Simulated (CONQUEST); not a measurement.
Input and output of a self-consistent single point for YGe (P1, 8 atoms in the cell; from Materials Project mp-9971, changed as shown) (CONQUEST).

Level of theory: CONQUEST with PBEsol, numerical atomic orbitals double-zeta with polarisation (the shipped basis), PseudoDojo norm-conserving potentials made for PBEsol.

The change in words: atoms moved at random. Reference geometry (Cmcm):
```
YGe
1.0
    4.28256     0.00000     0.00000
    0.00000    10.72440     0.00000
    0.00000     0.00000     3.95460
Y Ge
4 4
Direct
  0.50000   0.36139   0.75000
  0.00000   0.13861   0.25000
  0.00000   0.86139   0.75000
  0.50000   0.63861   0.25000
  0.50000   0.08438   0.75000
  0.00000   0.41562   0.25000
  0.00000   0.58438   0.75000
  0.50000   0.91562   0.25000
```

Reference input (self-consistent single point, DFT, PBEsol, numerical atomic orbitals double-zeta with polarisation (the shipped basis), PseudoDojo norm-conserving potentials made for PBEsol): basis = DZP; Diag.MPMeshX, Y, Z = 6 2 6; potentials = PseudoDojo norm-conserving PBEsol; Grid.GridCutoff = 140 Ha; DM.SolutionMethod = diagon; Diag.kT = 0.003675 Ha; Diag.GammaCentred = true; minE.SCTolerance = 1.0e-06; SC.MaxIters = 100; SC.LinearMixingFactor = 0.5; SC.KerkerPreCondition = true; SC.KerkerFactor = 0.1 1/bohr. This run's input differs from it in these lines:

```diff
@@ -34,10 +34,10 @@
 8
-    4.046432756     7.323994375     5.604833199  1 T T T
-    0.000000000     2.809095051     1.868277733  1 T T T
-    0.000000000    17.457083800     5.604833199  1 T T T
-    4.046432756    12.942184476     1.868277733  1 T T T
-    4.046432756     1.710060171     5.604833199  2 T T T
-    0.000000000     8.423029254     1.868277733  2 T T T
-    0.000000000    11.843149597     5.604833199  2 T T T
-    4.046432756    18.556118679     1.868277733  2 T T T
+    3.993861502     7.365965631     5.786467161  1 T T T
+    0.161460760     2.841399340     1.822243370  1 T T T
+    0.050960774    17.544816089     5.566122485  1 T T T
+    4.020924044    12.914723804     1.924946333  1 T T T
+    4.015607031     1.731238328     5.639433703  2 T T T
+    8.050766426     8.384786975     1.844221789  2 T T T
+    8.050612661    11.758497768     5.484336759  2 T T T
+    4.027260758    18.523267204     1.824679604  2 T T T
```

Output, abridged:

```
    new_SC_potl: Starting.  Tolerance:  0.10000E-05

    PulayMixSC: Starting Pulay mixing, A_up =  0.500 A_dn =  0.500
    PulayMixSC: Spin non-polarised calculation.
    PulayMixSC: with Kerker preconditioning, q0 =  0.100
          Harris-Foulkes Energy            :      -520.144306790030100 Ha
          GroundState Energy (E-(1/2)TS)   :      -520.147155927188578 Ha
          Free Energy (E-TS)               :      -520.150005064347056 Ha
          DFT Total Energy                 :      -520.104396151099536 Ha
          Total number of electrons        :        99.999999999999602
   [... lines left out ...]
          Total number of electrons        :       100.000169497627482
    PulayMixSC: Pulay iteration     6 residual:              0.11250E-05
          Harris-Foulkes Energy            :      -520.117550401796620 Ha
          GroundState Energy (E-(1/2)TS)   :      -520.120495253462082 Ha
          Free Energy (E-TS)               :      -520.123440105127429 Ha
          DFT Total Energy                 :      -520.117550399014590 Ha
          Total number of electrons        :       100.000169339198962
    PulayMixSC: Pulay iteration     7 residual:              0.43921E-06
    PulayMixSC: Reached SCF tolerance of  0.43921E-06 after      7 iterations
      | Number of electrons      =       100.000169
      |* band energy as 2Tr[K.H] =       -93.533145458320604 Ha
      |  screened ion-ion energy =      -397.170426278772254 Ha
      |  Ha correction           =         2.490988821084639 Ha
      |  XC correction           =       -31.904970746813202 Ha
      | GS Energy as E-(1/2)TS   =      -520.120495253462082 Ha
      | Free Energy as E-TS      =      -520.123440105127429 Ha
      |* Harris-Foulkes energy   =      -520.117550401796620 Ha
      |* DFT total energy        =      -520.117550399014590 Ha
      |  estimated accuracy      =        -0.000000002782031 Ha

    force: Forces on atoms (Ha/a0)
    force:  Atom   X              Y              Z
   [... lines left out ...]
    force: Maximum force :        0.01418683(Ha/a0) on atom         2 in x direction
   [... lines left out ...]
    force: Force Residual:        0.01098940 Ha/a0
    force: Total stress:          1.71733561     0.15283490     0.09526846 GPa
                             0.15283490     1.40253955    -0.22873378
                             0.09526846    -0.22873378     0.84403002
    force: Average pressure:     -1.32130173 GPa

    force: Finished force
    get_E_and_F: Change in energy during last step of electronic optimisation:  0.51021E-06
```

The run converged in 7 iterations. CONQUEST prints the stress tensor with tension positive. Against the reference run the free energy rises by 15.9 meV/atom, the pressure goes from -1.69 to -1.32 GPa and the largest force goes from 0.161 to 0.790 eV/Å.

The program uses no crystal symmetry, so grid and mesh can part values that symmetry would make equal. The atom-centred basis is finite, which shifts total energies, pressures and forces against plane waves. The structure comes from a collection of computed structures, made at another level of theory; the collection holds predicted forms beside known ones. No clean gap shows at this smearing width and mesh (spacing up to 0.29 Å⁻¹); the mesh is coarse for partly filled bands, so the values carry mesh errors.

Cost on one core: about 110 core-seconds (a rough figure).
